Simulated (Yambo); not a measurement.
# How GW settings move the gap: NaPF₆

G0W0@LDA for NaPF6 (space group Fm-3m, No. 225) in Yambo. Reference settings: 2×2×2 Γ-centred k mesh, bands 2 to 171 and a 7 Ry block in the screening, 171 bands in G with the Bruneval-Gonze terminator, plasmon pole fitted at 27.2 eV. The LDA gap Γ → Γ on this mesh is 7.24 eV; G0W0 gaps are taken between the same points.

```
change from the reference       G0W0 gap Γ → Γ (eV)  shift of the valence edge (eV)        rough Yambo cost
------------------------------  -------------------  ------------------------------  ----------------------
reference settings                            12.64                           -3.22                       1
70 bands in W, 70 bands in G                  13.03                           -3.22               about 1/3
113 bands in W, 113 bands in G                12.74                           -3.18  within a factor of two
113 bands in G                                12.65                           -3.22                       –
70 bands in G                                 12.68                           -3.24                       –
83 bands in W                                 12.88                           -3.19               about 1/2
3 Ry block                                    13.09                           -3.72  within a factor of two
2 Ry block                                    13.55                           -4.17  within a factor of two
6 Ry block                                    12.67                           -3.26  within a factor of two
pole fitted at 10 eV                          12.58                           -3.13                       –
no random integration                         12.38                           -2.82                       –
no terminator                                 12.53                           -2.98                       –
70 bands in G, no terminator                  12.42                           -2.65                       –
113 bands in G, no terminator                 12.47                           -2.83                       –
```

The reference isn't shown to be the converged limit. Costs are rough (shared machines), scaled to the same edge states, and given only for runs that recompute the screening.

Geometry of the Materials Project entry, not relaxed at this level; primitive cell a = b = c = 5.451 Å, α = β = γ = 60.00°.

A shift is the quasiparticle energy of the state minus its LDA energy.
